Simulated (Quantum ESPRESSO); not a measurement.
Mo2W2Se8, a curve over one atom's position

Computed values, not a measurement. The program is pw.x of Quantum ESPRESSO 7.5 (plane-wave density functional theory). The cell is made up: 12 atoms on a layered 2H lattice, with randomly drawn elements, strain and displacements, not relaxed. PseudoDojo standard norm-conserving files (v0.5 for PBE, v0.4.1 for LDA and PBEsol) set the functional; there is no spin polarisation, spin-orbit coupling or dispersion term, and the masses in the input are unused placeholders.

Seven runs move atom 4 (W, counted in the order of the input) along y and keep all else fixed.

Input of the run at -0.0135:

```
&control calculation='scf', pseudo_dir='./dojo.nc.sr.pbe.v0_5.standard.upf', outdir='./o', disk_io='low', tprnfor=.true., tstress=.true. /
&system ibrav=0, nat=12, ntyp=3, nbnd=98, ecutwfc=85.99341389, nosym=.true., tot_charge=0,
 occupations='smearing', smearing='fd', degauss=0.0018374661
/
&electrons conv_thr=7.350e-09, electron_maxstep=60, /
ATOMIC_SPECIES
Mo 1.0 Mo.upf
Se 1.0 Se.upf
W 1.0 W.upf
CELL_PARAMETERS angstrom
3.2975 0.0139 -0.0
0.0241 5.7732 0.0538
-0.0001 0.1245 13.3247
ATOMIC_POSITIONS angstrom
Mo 0.0044 2.0188 3.2907
Mo 1.6639 1.0458 9.9542
W 1.6381 4.8141 3.3824
W 0.0649 3.9388 10.0396
Se 0.0711 1.9648 8.407
Se 0.014 2.0132 11.6688
Se 1.6589 0.9049 1.6442
Se 1.6614 1.0613 5.032
Se 1.6793 4.9067 8.4017
Se 1.7176 4.9504 11.7514
Se 0.0163 3.83 1.7674
Se -0.0258 3.9567 5.0246
K_POINTS automatic
7 4 2 1 1 1
```

```
shift of atom 4 along y (Å)  free energy less that of the input shown (eV)  Fx on atom 4 (eV/Å)  Fy on atom 4 (eV/Å)  Fz on atom 4 (eV/Å)  pressure (GPa)  iterations
                    -0.1372                                         0.1578               -0.344                2.577                0.488            3.37          18
                    -0.1086                                         0.0929               -0.349                1.964                0.550            3.26          19
                    -0.0777                                         0.0423               -0.353                1.314                0.615            3.18          18
                    -0.0135                                         0.0000               -0.363                0.016                0.746            3.11          18
                    +0.0533                                         0.0417               -0.372               -1.247                0.875            3.17          18
                    +0.0653                                         0.0579               -0.374               -1.464                0.898            3.20          18
                    +0.0938                                         0.1068               -0.378               -1.963                0.950            3.28          18
```

A cubic fit gives dFy/dy = -19.35 eV/Å² at zero shift. Across the table the free energy follows the integral of the force to within 0.1 meV. A rerun of one of the cells at a cutoff of 1467 eV and k mesh 9 x 6 x 4 moved values by no more than 0.004 eV in energy, 0.02 GPa in stress and 0.006 eV/Å in force.